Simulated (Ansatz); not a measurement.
# ZnAg: a sublattice moved along a line

The calculation used DFT r2SCAN, scalar-relativistic, plane waves, PAW in Ansatz. Settings: plane waves to 500 eV, k-mesh 16×16×16 (Γ-centred), Gaussian smearing 0.15 eV. No spin polarisation. Energies are free energies at this smearing, counted from the undisturbed cell; pressure is positive in compression.

Reference structure (as given, not relaxed at this level; it stands at -1.5 GPa, and it needn't be the usual structure):

```
CELL_PARAMETERS angstrom
3.15600 0.00000 0.00000
0.00000 3.15600 0.00000
0.00000 0.00000 3.15600
ATOMIC_POSITIONS crystal
Zn 0.50000 0.50000 0.50000
Ag 0.00000 0.00000 0.00000
```

Every Ag atom is moved by x along the Cartesian unit vector (0.000, 0.000, 1.000); the cell and all other atoms stay fixed. The cell is metallic on the mesh throughout.

| x (Å) | ΔE (meV/cell) | force along x on the moved atoms (eV/Å) | pressure (GPa) |
| --- | --- | --- | --- |
| -0.5000 | 407.7 | 1.58 | 8.2 |
| -0.2500 | 103.7 | ? | ? |
| 0.0000 | 0.0 | 0.00 | -1.5 |
| 0.0625 | 6.5 | -0.21 | -1.4 |
| 0.1250 | 26.0 | -0.42 | -0.9 |
| 0.1875 | 58.5 | -0.62 | -0.1 |
| 0.3125 | ? | ? | 2.4 |
| 0.3750 | 232.0 | -1.22 | 4.1 |
| 0.4375 | 314.2 | -1.41 | 6.0 |

By symmetry 0.5000 repeats -0.5000, -0.3750 repeats 0.3750, 0.2500 repeats -0.2500, -0.1250 repeats 0.1250 in energy, with the opposite slope along the path.

Q: Give the withheld values.

A: force along x on the moved atoms (eV/Å) at x (Å) = -0.2500: 0.83; pressure (GPa) at x (Å) = -0.2500: 1.0; ΔE (meV/cell) at x (Å) = 0.3125: 161.7; force along x on the moved atoms (eV/Å) at x (Å) = 0.3125: -1.03.